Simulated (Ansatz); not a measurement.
A generator proposed this cell of GaO4.

```cif
data_structure
_symmetry_space_group_name_H-M 'Im-3m'
_symmetry_Int_Tables_number 229
_cell_length_a 4.7169
_cell_length_b 4.7169
_cell_length_c 4.7169
_cell_angle_alpha 90.000
_cell_angle_beta 90.000
_cell_angle_gamma 90.000
_cell_volume 104.95
loop_
_atom_site_label
_atom_site_type_symbol
_atom_site_symmetry_multiplicity
_atom_site_Wyckoff_symbol
_atom_site_fract_x
_atom_site_fract_y
_atom_site_fract_z
_atom_site_occupancy
Ga1 Ga 2 a 0.00000 0.00000 0.00000 1
O1 O 8 c 0.25000 0.25000 0.75000 1
```

These are results of DFT PBE, scalar-relativistic, plane waves, PAW (Ansatz), not measurements. Settings: cutoff 420 eV, Γ-centred mesh 6×6×6 on the computed 5-atom cell, Gaussian smearing of 0.10 eV; collinear spin from starting moments 0.0 1.0 1.0 1.0 1.0 μB.

Formation energies are uncorrected and refer to the elements' standard structures at the same level (O₂ as a molecule).

Q: What does a single point on this coarse mesh give?

A: The pressure is 5.2 GPa (it wants to expand), the largest force is 0.00 eV/Å (symmetry fixes the atoms), and the energy is +0.45 eV/atom against the elements. The shortest distance is 2.04 Å.

Q: Is it a good guess?

A: A good one: relaxing gains under 0.1 eV/atom (the start's value is from the coarse mesh, so the gain is rough) in 10 ionic steps and ends at +0.45 eV/atom on the finer mesh. The symmetry stays Im-3m (No. 229). The volume per atom grows by 4.9 %, from 10.5 to 11.0 Å³. The shortest distance goes from 2.04 Å (Ga–O) to 2.08 Å (Ga–O). Conventional cell: a = 4.793 Å. Ga is surrounded by 8 O at 2.08 Å; O has 2 Ga at 2.08 Å and 6 O at 2.40 Å.

The last run used collinear spin, a 12×12×12 mesh for its 5-atom cell and Gaussian smearing of 0.10 eV. The magnetic state reached may not be the lowest. The relaxation can't lower the symmetry of the start, and the grade says only how near the guess is to its own end. Symmetry constrained the relaxation, so the result can be a saddle point. Another cell of GaO4 relaxed alike, in Pm-3m, lies 83 meV/atom lower, so this cell isn't the stable form at this level.
